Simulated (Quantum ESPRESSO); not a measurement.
# Mg4OSe3: input and log of a self-consistent run

A calculation, not a measurement. The program is pw.x of Quantum ESPRESSO 7.5 (plane-wave density functional theory). The cell is made up: 8 atoms on a wurtzite lattice, with randomly drawn elements, strain and displacements, not relaxed. PseudoDojo standard norm-conserving files (v0.5 for PBE, v0.4.1 for LDA and PBEsol) set the functional; there is no spin polarisation, spin-orbit coupling or dispersion term, and the masses in the input are unused placeholders.

Input:

```
&control calculation='scf', pseudo_dir='./dojo.nc.sr.pbe.v0_5.standard.upf', outdir='./o', disk_io='low', tprnfor=.true., tstress=.true. /
&system ibrav=0, nat=8, ntyp=3, nbnd=53, ecutwfc=85.99341389, nosym=.true., tot_charge=0,
 occupations='smearing', smearing='fd', degauss=0.0018374661
/
&electrons conv_thr=7.350e-09, electron_maxstep=60, /
ATOMIC_SPECIES
Mg 1.0 Mg.upf
O 1.0 O.upf
Se 1.0 Se.upf
CELL_PARAMETERS angstrom
4.14 0.0249 -0.0463
0.0432 7.1552 0.0632
-0.0756 0.0596 6.7785
ATOMIC_POSITIONS angstrom
Mg 0.0199 -0.2061 -0.0268
Mg 2.0028 3.6012 0.133
Mg 2.1037 1.2331 3.4123
Mg -0.049 4.8256 3.5565
O -0.0495 -0.0032 2.3694
Se 2.0512 3.507 2.4534
Se 2.0039 1.1091 5.9898
Se -0.0238 4.7724 6.0631
K_POINTS automatic
4 4 4 1 1 1
```

The log is shortened where brackets say so; the opening notice, blank lines, dates and the lines on written files are dropped, and the path of the files is cut. It prints rydbergs, bohrs and kilobars, and counts compression as positive stress. With no partly filled state, the Fermi energy that it prints is only some level between the filled and the empty states on the mesh, and need not lie in the true gap.

```
     Program PWSCF v.7.5
     Parallel version (MPI & OpenMP), running on       4 processor cores
     Number of MPI processes:                 4
     Threads/MPI process:                     1
     [start-up lines left out]
     bravais-lattice index     =            0
     lattice parameter (alat)  =       7.8241  a.u.
     unit-cell volume          =    1354.7156 (a.u.)^3
     number of atoms/cell      =            8
     number of atomic types    =            3
     number of electrons       =        94.00
     number of Kohn-Sham states=           53
     kinetic-energy cutoff     =      85.9934  Ry
     charge density cutoff     =     343.9737  Ry
     scf convergence threshold =      7.3E-09
     mixing beta               =       0.7000
     number of iterations used =            8  plain     mixing
     Exchange-correlation= PBE
                           (   1   4   3   4   0   0   0)
     [axes and pseudopotential details left out]
   Cartesian axes
     site n.     atom                  positions (alat units)
         1        Mg     tau(   1) = (   0.0048064  -0.0497786  -0.0064729  )
         2        Mg     tau(   2) = (   0.4837291   0.8697850   0.0321230  )
         3        Mg     tau(   3) = (   0.5080991   0.2978262   0.8241606  )
         4        Mg     tau(   4) = (  -0.0118348   1.1655099   0.8589887  )
         5        O      tau(   5) = (  -0.0119556  -0.0007729   0.5722727  )
         6        Se     tau(   6) = (   0.4954190   0.8470332   0.5925609  )
         7        Se     tau(   7) = (   0.4839948   0.2678770   1.4466950  )
         8        Se     tau(   8) = (  -0.0057483   1.1526607   1.4643988  )
     number of k points=    32  Fermi-Dirac smearing, width (Ry)=  0.0018
                       cart. coord. in units 2pi/alat
        k(    1) = (   0.1254462   0.0708922   0.0771262), wk =   0.0625000
        k(    2) = (   0.1271625   0.0695328   0.2298583), wk =   0.0625000
     [further k points left out]
     Dense  grid:   145931 G-vectors     FFT dimensions: (  48,  80,  75)
     Estimated max dynamical RAM per process >     313.77 MB
     Estimated total dynamical RAM >       1.12 GB
     Initial potential from superposition of free atoms
     starting charge      93.9966, renormalised to      94.0000
     Starting wfcs are   51 randomized atomic wfcs +    2 random wfcs
     total cpu time spent up to now is        2.8 secs
     per-process dynamical memory:   228.2 Mb
     Self-consistent Calculation
     iteration #  1     ecut=    85.99 Ry     beta= 0.70
     Davidson diagonalization with overlap
     ethr =  1.00E-02,  avg # of iterations =  6.3
     total cpu time spent up to now is        9.0 secs
     total energy              =   -1235.57544331 Ry
     estimated scf accuracy    <       1.23167352 Ry
     iteration #  2     ecut=    85.99 Ry     beta= 0.70
     Davidson diagonalization with overlap
     ethr =  1.31E-03,  avg # of iterations =  6.3
     total cpu time spent up to now is       15.2 secs
     total energy              =   -1234.35380521 Ry
     estimated scf accuracy    <      10.75018392 Ry
     iteration #  3     ecut=    85.99 Ry     beta= 0.70
     Davidson diagonalization with overlap
     ethr =  1.31E-03,  avg # of iterations =  5.2
     total cpu time spent up to now is       21.8 secs
     total energy              =   -1236.17947049 Ry
     estimated scf accuracy    <       0.38933316 Ry
     iteration #  4     ecut=    85.99 Ry     beta= 0.70
     Davidson diagonalization with overlap
     ethr =  4.14E-04,  avg # of iterations =  2.0
     total cpu time spent up to now is       26.8 secs
     total energy              =   -1236.18014768 Ry
     estimated scf accuracy    <       0.11996351 Ry
     iteration #  5     ecut=    85.99 Ry     beta= 0.70
     Davidson diagonalization with overlap
     ethr =  1.28E-04,  avg # of iterations =  2.1
     total cpu time spent up to now is       31.9 secs
     total energy              =   -1236.17066969 Ry
     estimated scf accuracy    <       0.04234169 Ry
     [iterations 6 to 7 left out]
     iteration #  8     ecut=    85.99 Ry     beta= 0.70
     Davidson diagonalization with overlap
     ethr =  5.07E-08,  avg # of iterations =  2.3
     total cpu time spent up to now is       55.3 secs
     total energy              =   -1236.17543115 Ry
     estimated scf accuracy    <       0.00000944 Ry
     iteration #  9     ecut=    85.99 Ry     beta= 0.70
     Davidson diagonalization with overlap
     ethr =  1.00E-08,  avg # of iterations =  2.0
     total cpu time spent up to now is       62.1 secs
     total energy              =   -1236.17543165 Ry
     estimated scf accuracy    <       0.00000288 Ry
     iteration # 10     ecut=    85.99 Ry     beta= 0.70
     Davidson diagonalization with overlap
     ethr =  3.06E-09,  avg # of iterations =  2.0
     total cpu time spent up to now is       68.7 secs
     total energy              =   -1236.17543187 Ry
     estimated scf accuracy    <       0.00000031 Ry
     iteration # 11     ecut=    85.99 Ry     beta= 0.70
     Davidson diagonalization with overlap
     ethr =  3.25E-10,  avg # of iterations =  3.4
     total cpu time spent up to now is       75.7 secs
     total energy              =   -1236.17543195 Ry
     estimated scf accuracy    <       0.00000008 Ry
     iteration # 12     ecut=    85.99 Ry     beta= 0.70
     Davidson diagonalization with overlap
     ethr =  8.35E-11,  avg # of iterations =  2.9
     total cpu time spent up to now is       82.3 secs
     End of self-consistent calculation
          k = 0.1254 0.0709 0.0771 ( 18247 PWs)   bands (ev):
   -71.2470 -70.9694 -70.9083 -70.4652 -42.4284 -42.4269 -42.4155 -42.4101
   -42.4060 -42.2176 -42.2067 -42.1905 -42.1766 -42.1759 -41.9331 -41.9282
   -41.9241 -41.9166 -41.9124 -38.0208 -37.9991 -37.9778 -37.7327 -37.7222
   -37.6991 -37.6986 -37.6931 -37.6866 -37.2553 -37.2471 -37.2130 -10.1667
    -8.2827  -7.7334  -7.3894   0.3431   0.7118   1.4032   2.0248   2.1566
     2.5118   2.7965   3.0095   3.1982   3.8569   4.0676   4.2107   6.6197
     8.0684   8.4395   8.7577   9.1091  10.2190
     [levels at the other k points left out]
     the Fermi energy is     5.3461 ev
!    total energy              =   -1236.17543196 Ry
     estimated scf accuracy    <          2.4E-09 Ry
     smearing contrib. (-TS)   =       0.00000000 Ry
     internal energy E=F+TS    =   -1236.17543196 Ry
     The total energy is F=E-TS. E is the sum of the following terms:
     one-electron contribution =    -919.15547995 Ry
     hartree contribution      =     455.57393583 Ry
     xc contribution           =    -217.13487763 Ry
     ewald contribution        =    -555.45901022 Ry
     convergence has been achieved in  12 iterations
     Forces acting on atoms (cartesian axes, Ry/au):
     atom    1 type  1   force =    -0.00154475    0.05811161    0.09718940
     atom    2 type  1   force =     0.03336477   -0.03505819   -0.05454697
     atom    3 type  1   force =     0.00489369   -0.07772776   -0.04548100
     atom    4 type  1   force =     0.00469260    0.04861425   -0.05980248
     atom    5 type  2   force =    -0.00397912   -0.01501832    0.02372937
     atom    6 type  3   force =    -0.00140139    0.03228179    0.08207717
     atom    7 type  3   force =    -0.00117770    0.02409990   -0.01505040
     atom    8 type  3   force =    -0.03484810   -0.03530327   -0.02811509
     Total force =     0.211858     Total SCF correction =     0.000251
     Computing stress (Cartesian axis) and pressure
          total   stress  (Ry/bohr**3)                   (kbar)     P=      -10.00
  -0.00010492  -0.00005074   0.00008677          -15.43       -7.46       12.76
  -0.00005074  -0.00002314  -0.00006394           -7.46       -3.40       -9.41
   0.00008677  -0.00006394  -0.00007578           12.76       -9.41      -11.15
     init_run     :      2.67s CPU      2.78s WALL (       1 calls)
     electrons    :     79.27s CPU     79.54s WALL (       1 calls)
     forces       :      0.92s CPU      0.93s WALL (       1 calls)
     stress       :      3.01s CPU      3.02s WALL (       1 calls)
     [timing details left out]
     PWSCF        :   1m25.97s CPU   1m26.41s WALL
     JOB DONE.
```

In other units: free energy -16819.024 eV for the cell, pressure -1.00 GPa, largest force component 2.499 eV/Å. A rerun of a related cell, with the same atoms placed differently, at 1467 eV and a 6 x 6 x 6 mesh moved values by no more than 0.009 eV in energy, 0.10 GPa in stress and 0.013 eV/Å in force.